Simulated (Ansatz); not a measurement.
SnMo₂C:
```cif
data_C2Mo4Sn2
_chemical_formula_sum 'Sn2 Mo4 C2'
_space_group_name_H-M_alt 'P63/mmc'
_space_group_IT_number 194
_space_group_name_Hall '-P 6c 2c'
_cell_length_a 3.15805
_cell_length_b 3.15805
_cell_length_c 13.37251
_cell_angle_alpha 90.000
_cell_angle_beta 90.000
_cell_angle_gamma 120.000
loop_
_atom_site_label
_atom_site_type_symbol
_atom_site_symmetry_multiplicity
_atom_site_Wyckoff_symbol
_atom_site_fract_x
_atom_site_fract_y
_atom_site_fract_z
_atom_site_occupancy
Sn1 Sn 2 d 0.66667 0.33333 0.25000 1
Mo1 Mo 4 f 0.33333 0.66667 0.08106 1
C1 C 2 a 0.00000 0.00000 0.00000 1
```

Relaxed at zero pressure with PBEsol (plane waves, PAW; program Ansatz).

Question: The volume is lowered by 6 % and shape and atoms relax at that volume. What pressure results, and how do the axes share the change?

Answer: 14.6 GPa; a -2.2 %, b -2.2 %, c -1.7 %; the energy rises by 37 meV/atom.

Question: Give the new structure.

Answer: 
Space group P6₃/mmc (No. 194); a = 3.089 Å, b = 3.089 Å, c = 13.140 Å, α = 90.00°, β = 90.00°, γ = 120.00°

```json
[
 {"atom": "Sn", "site": "2d", "symmetry": "-6m2", "x": "0.6667", "y": "0.3333", "z": "0.2500"},
 {"atom": "Mo", "site": "4f", "symmetry": "3m.", "x": "0.3333", "y": "0.6667", "z": "0.0830"},
 {"atom": "C", "site": "2a", "symmetry": "-3m.", "x": "0.0000", "y": "0.0000", "z": "0.0000"}
]
```

The phase is kept; no other phase was compared at this pressure.

Space group P6_3/mmc. The start of the workflow was typed in or built on a structure type; neither database checked (COD, Materials Project) lists it. Its standing as an ambient phase is unchecked. The PBEsol relaxation kept the symmetry of its start; its stability against distortions is not shown here. The run is not spin-polarised. Scalar-relativistic: spin–orbit coupling is off unless named, which matters more the heavier the elements.

Potentials: the earlier of the program's two PAW sets.
